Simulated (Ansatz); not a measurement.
Total density of states per atom from the program Ansatz at the r²SCAN level (PAW), in 0.25 eV bins, energy from the Fermi level:

| E (eV) | states/eV/atom |
|---|---|
| -6.75 | 0.00 |
| -6.50 | 0.03 |
| -6.25 | 0.05 |
| -6.00 | 0.07 |
| -5.75 | 0.09 |
| -5.50 | 0.10 |
| -5.25 | 0.12 |
| -5.00 | 0.14 |
| -4.75 | 0.15 |
| -4.50 | 0.17 |
| -4.25 | 0.20 |
| -4.00 | 0.22 |
| -3.75 | 0.26 |
| -3.50 | 0.31 |
| -3.25 | 0.38 |
| -3.00 | 0.53 |
| -2.75 | 0.87 |
| -2.50 | 0.87 |
| -2.25 | 1.02 |
| -2.00 | 1.14 |
| -1.75 | 1.44 |
| -1.50 | 1.06 |
| -1.25 | 1.22 |
| -1.00 | 1.63 |
| -0.75 | 1.85 |
| -0.50 | 0.97 |
| -0.25 | 0.72 |
| 0.00 | 0.81 |
| 0.25 | 1.82 |
| 0.50 | 2.01 |
| 0.75 | 2.04 |
| 1.00 | 2.27 |
| 1.25 | 2.24 |
| 1.50 | 1.38 |
| 1.75 | 1.06 |
| 2.00 | 1.02 |
| 2.25 | 1.04 |
| 2.50 | 1.08 |
| 2.75 | 1.18 |
| 3.00 | 1.59 |

Problem. Which of these materials gives this?
A) TiSeS, P3m1 (Ti on 1b, Se on 1c, S on 1a)
B) Ti, hcp (Mg type)
C) Sc, hcp (Mg type)
D) TiSi, Pnma (Ti on 4c, Si on 4c)

Solution. B, Ti, hcp (Mg type). Within 0.5 eV of the Fermi level: Ti 3d 91 %, outside the projected shells 5 %. Projections are on Löwdin-orthogonalised atomic valence shells; empty p or d shells of many metals are not among them.

Space group P6_3/mmc (hcp (Mg type)). The r²SCAN relaxation kept the symmetry of its start. No spin polarisation was allowed.

Potentials: the earlier of the program's two PAW sets.
